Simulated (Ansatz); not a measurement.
Phonons of HfO2 (baddeleyite type, space group P2_1/c) at Γ.

HfO2 (baddeleyite type, space group P2_1/c)

```
HfO2
1.0
    5.16120     0.00000     0.00000
    0.00000     5.21182     0.00000
   -0.89809     0.00000     5.27640
Hf O
4 8
Direct
  0.27574   0.04289   0.20837
  0.72426   0.54289   0.29163
  0.72426   0.95711   0.79163
  0.27574   0.45711   0.70837
  0.06715   0.32865   0.34844
  0.93285   0.82865   0.15156
  0.93285   0.67135   0.65156
  0.06715   0.17135   0.84844
  0.44917   0.75721   0.47664
  0.55083   0.25721   0.02336
  0.55083   0.24279   0.52336
  0.44917   0.74279   0.97664
```

Computed with PBE (plane waves to 420 eV, PAW, scalar-relativistic; Ansatz, an electronic-structure program). DFPT wavenumbers on a 6×6×6 k mesh, in cm⁻¹; i marks imaginary ones, q is in fractions of the reciprocal vectors of the cell shown, and the three acoustic modes at Γ are left out. The non-analytic (LO-TO) term is not included, so polar modes at Γ have their transverse values. HfO2 is run without spin polarisation. HfO2 was relaxed with its symmetry unable to fall. Spin-orbit coupling is left out, though Hf is heavy.

```csv
q,wavenumbers (cm⁻¹)
Γ,"108, 121, 122, 123, 141, 157, 173, 211, 232, 234, 243, 246, 297, 298, 314, 317, 322, 358, 359, 374, 389, 472, 483, 484, 492, 522, 542, 570, 599, 624, 633, 700, 740"
```

The structure shows no imaginary mode at these points (lowest 108 cm⁻¹ at Γ); other wave vectors were not tested.

Highest mode: 740 cm⁻¹ at Γ.
